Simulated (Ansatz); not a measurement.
# What a trial cell of Hf5PbO2 relaxes into

Theory: DFT PBE, scalar-relativistic, plane waves, PAW (Ansatz). Cutoff 420 eV, Gaussian smearing, Γ-centred meshes. Cell and atoms relax first on a coarse mesh and then on a finer one. In between, the cell is made exact in the group found at 0.06 Å. In metals the finer mesh still leaves noise of several meV/atom or more. The steps can't lower the symmetry of their start. No spin polarisation.

The guess for Hf5PbO2 was made by a generator: random cell by space group and Wyckoff sites (Cmmm, No. 65). Lengths were set from tabulated atomic sizes, so they are only a guess.

```yaml
crystal:
  lattice:
    - [3.00380, -3.30075, 0.00000]
    - [3.00380, 3.30075, 0.00000]
    - [0.00000, 0.00000, 7.94908]
  atoms:
    - { symbol: Hf, position: [0.73778, 0.73778, 0.21863] }
    - { symbol: Hf, position: [0.26222, 0.26222, 0.21863] }
    - { symbol: Hf, position: [0.26222, 0.26222, 0.78137] }
    - { symbol: Hf, position: [0.73778, 0.73778, 0.78137] }
    - { symbol: Hf, position: [0.50000, 0.50000, 0.50000] }
    - { symbol: Pb, position: [0.00000, 0.00000, 0.00000] }
    - { symbol: O, position: [0.00000, 0.00000, 0.65353] }
    - { symbol: O, position: [0.00000, 0.00000, 0.34647] }
```

The zero of energy is the elements' standard structures at the same level (O₂ as a molecule); no fitted shifts are applied.

Question: Where does the relaxation end?

Answer: The symmetry stays Cmmm (No. 65). The volume per atom grows by 30.6 %, from 19.7 to 25.7 Å³. The shortest distance goes from 1.87 Å (Hf–O) to 1.92 Å (Hf–O). The energy falls by about 1.4 eV/atom (the start's value is from the coarse mesh). The end is written in a standard setting, so origin, axes and order of atoms can differ from the start's. Conventional cell: a = 5.152 Å, b = 8.994 Å, c = 8.884 Å. Hf on a site of symmetry m has 1 O at 1.92 Å, 2 Hf at 2.78 Å, 1 Pb at 3.03 Å, 2 Hf at 3.39–3.45 Å, 1 O at 3.51 Å and 2 Hf at 3.66 Å; Hf on a site of symmetry mmm has 4 O at 2.80 Å, 4 Hf at 3.39 Å and 8 Hf at 3.66 Å; around Pb lie 4 Hf at 3.03 Å and 2 O at 3.34 Å; O has 2 Hf at 1.92 Å, 1 O at 2.21 Å, 2 Hf at 2.80 Å and 1 Pb at 3.34 Å.

```xyz
8
Lattice="2.5760 -4.4972 0.0000 2.5760 4.4972 0.0000 0.0000 0.0000 8.8841" Properties=species:S:1:pos:R:3 pbc="T T T"
Hf    2.5760    2.7733    2.4959
Hf    2.5760   -2.7733    2.4959
Hf    2.5760   -2.7733    6.3882
Hf    2.5760    2.7733    6.3882
Hf    2.5760    0.0000    4.4420
Pb    0.0000    0.0000    0.0000
O     0.0000    0.0000    5.5489
O     0.0000    0.0000    3.3352
```

Question: Give its energy and gap.

Answer:

* Formation energy: −0.27 eV/atom
* Gap on the 8×8×4 mesh of the 8-atom cell: 0 eV (a metal)

A negative formation energy is needed for stability but isn't enough: competing phases decide.

The last run used Gaussian smearing of 0.10 eV. Spin–orbit coupling, which can matter for Hf and Pb, is left out. Symmetry constrained the relaxation, so the result can be a saddle point. In all, the 3 runs took 12 min on 1 thread of Intel(R) Xeon(R) CPU @ 2.60GHz (Ice Lake), on a shared host.
